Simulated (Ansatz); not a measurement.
Relaxed SiC (wurtzite):

```
SiC
1.0
    6.15095     0.00000     0.00000
   -1.53774     2.66344     0.00000
    0.00000     0.00000     5.04859
Si C
4 4
Direct
  0.33333   0.33333   0.00050
  0.83333   0.33333   0.00050
  0.16667   0.66667   0.50050
  0.66667   0.66667   0.50050
  0.33333   0.33333   0.62470
  0.83333   0.33333   0.62470
  0.16667   0.66667   0.12470
  0.66667   0.66667   0.12470
```

A phonon eigenvector at M = (0.5, 0.0, 0.0) is frozen into this cell: atom i moves by Q times the vector below, so Q is the largest atomic displacement, in Å. The cell is held. (q is in reciprocal vectors of the primitive cell; the cell shown is doubled to hold the pattern.)

| atom | x | y | z |
|---|---|---|---|
| Si1 | 0.038 | 0.022 | -0.151 |
| Si2 | -0.038 | -0.022 | 0.151 |
| Si3 | 0.038 | 0.022 | 0.151 |
| Si4 | -0.038 | -0.022 | -0.151 |
| C5 | -0.824 | -0.476 | 0.309 |
| C6 | 0.824 | 0.476 | -0.309 |
| C7 | -0.824 | -0.476 | -0.309 |
| C8 | 0.824 | 0.476 | 0.309 |

These are r2SCAN (plane waves to 500 eV, PAW, scalar-relativistic; Ansatz, a program for electronic structure) values and carry that method's errors. k mesh 6×12×7 (Γ-centred), Fermi-Dirac smearing 0.05 eV. The energy includes the smearing's −TS. SiC was relaxed with its symmetry unable to fall. The PAW data are Ansatz's earlier set. The zero of ΔE is the undisplaced structure.

```csv
Q (Å),ΔE (meV/cell)
-0.100,701
-0.067,311
-0.033,78
0.000,0
0.033,78
0.067,311
0.100,701
```

**Question.** Which DFPT wavenumber at M = (0.5, 0.0, 0.0) belongs to this mode?
A) 865 cm⁻¹
B) 448 cm⁻¹
C) 270 cm⁻¹

**Answer.** A, 865 cm⁻¹. The curvature of the scan gives 865 cm⁻¹

(A displaced cell: forces are minus the slopes of the energy, force constants its curvatures, and phonons follow from these.)
